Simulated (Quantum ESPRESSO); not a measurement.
```cif
data_Mg2SSe
_chemical_formula_sum 'Mg2 S1 Se1'
_space_group_name_H-M_alt 'P-4m2'
_space_group_IT_number 115
_space_group_name_Hall 'P -4 -2'
_cell_length_a 4.09836
_cell_length_b 4.09836
_cell_length_c 5.78704
_cell_angle_alpha 90.000
_cell_angle_beta 90.000
_cell_angle_gamma 90.000
loop_
_atom_site_label
_atom_site_type_symbol
_atom_site_symmetry_multiplicity
_atom_site_Wyckoff_symbol
_atom_site_fract_x
_atom_site_fract_y
_atom_site_fract_z
_atom_site_occupancy
Mg1 Mg 2 g 0.00000 0.50000 0.26304 1
S1 S 1 d 0.00000 0.00000 0.50000 1
Se1 Se 1 b 0.50000 0.50000 0.00000 1
```

Cell and atoms were relaxed with PBEsol from Materials Project entry mp-1222122, within its symmetry.

Q: What does norm-conserving PBEsol (Quantum ESPRESSO, 86 Ry, with spin-orbit coupling) give for the electronic structure near the Fermi level?

A: The PBEsol gap is direct, 2.60 eV at Γ. 

The structure is a Materials Project entry; no match was found in the copy of COD used, and its stability was not checked.
